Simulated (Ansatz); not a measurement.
FeSi:
Space group P2₁3 (No. 198); a = 4.4479 Å, b = 4.4479 Å, c = 4.4479 Å, α = 90.00°, β = 90.00°, γ = 90.00°

| atom | site | symmetry | x | y | z |
|---|---|---|---|---|---|
| Fe | 4a | .3. | 0.1360 | 0.1360 | 0.1360 |
| Si | 4a | .3. | 0.8407 | 0.8407 | 0.8407 |

Relaxed with PBE. DFT-PBE in the program Ansatz with PAW potentials gives a gap of 0.15 eV.

### Question
What gap does HSE06 give on the same cell (Ansatz, PAW)?

### Answer
1.47 eV, 1.32 eV more. The hybrid was solved on a coarser mesh and at special points; the gap given is the minimum over both.

```csv
k,v1 PBE,c1 PBE,v1 HSE06,c1 HSE06
Γ,-0.05,0.66,?,?
R,-0.68,0.49,?,?
M,-0.37,0.64,-0.65,1.89
X,-0.02,0.19,?,?
```

### Question
Top valence (v1) and lowest conduction level (c1) in eV from each method's valence maximum (which need not be a listed point): supply the withheld HSE06 values.

### Answer

- X, v1 HSE06: -0.25
- X, c1 HSE06: 1.54
- R, v1 HSE06: -0.83
- R, c1 HSE06: 1.91
- Γ, v1 HSE06: -0.46
- Γ, c1 HSE06: 1.89

Cost on shared cores: the PBE run (SCF on a 6×6×6 mesh, then bands and DOS) about 2.5 core-minutes (a rough figure), the HSE06 run (SCF on 4×4×4, then a few points) roughly 5 core-minutes; the tasks are unlike.

Space group P2_13. Symmetry was held in the PBE relaxation. The workflow began spin-polarised and lost its moments.

Potentials: the later of the program's two PAW sets.
